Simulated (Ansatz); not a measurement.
Sr3SnO:
```
Sr3SnO
1.0
    5.09184     0.00000     0.00000
    0.00000     5.09184     0.00000
    0.00000     0.00000     5.09184
Sr O Sn
3 1 1
Direct
  0.00000   0.50000   0.50000
  0.50000   0.00000   0.50000
  0.50000   0.50000   0.00000
  0.50000   0.50000   0.50000
  0.00000   0.00000   0.00000
```

Relaxed with PBEsol. Special points in fractions of this cell's reciprocal vectors: Γ (0.000, 0.000, 0.000); X (0.000, 0.500, 0.000); M (0.500, 0.500, 0.000); R (0.500, 0.500, 0.500).

Problem. List the band energies nearest the Fermi level at these points for PBEsol in the plane-wave PAW code Ansatz.

Solution. In eV from the Fermi level; about four levels below and three above (degenerate sets whole), none deeper than 8.9 eV; points with the same levels are listed once.

| k | below | above |
|---|---|---|
| Γ | -3.45 -3.45 -3.45 -0.10 -0.10 | 0.21 0.21 0.21 |
| X | -3.58 -3.58 -2.85 -0.76 -0.76 | 1.14 1.22 2.40 |
| M | -3.72 -1.91 -1.91 -1.07 | 1.73 2.33 2.33 |
| R | -4.94 -4.94 -4.94 -0.95 -0.95 -0.95 | 0.96 0.96 0.96 |

Space group Pm-3m (anti-perovskite). The workflow started from an entry of the Crystallography Open Database (COD). Its standing as an ambient phase is unchecked. The PBEsol relaxation kept the symmetry of its start; its stability against distortions is not shown here. A small band overlap can be real or an error of a semilocal functional. The Fermi level of a semimetal is unsure by some 0.05 eV on such meshes. Scalar-relativistic: spin–orbit coupling is off unless named, which matters more the heavier the elements.

Potentials: the later of the program's two PAW sets.
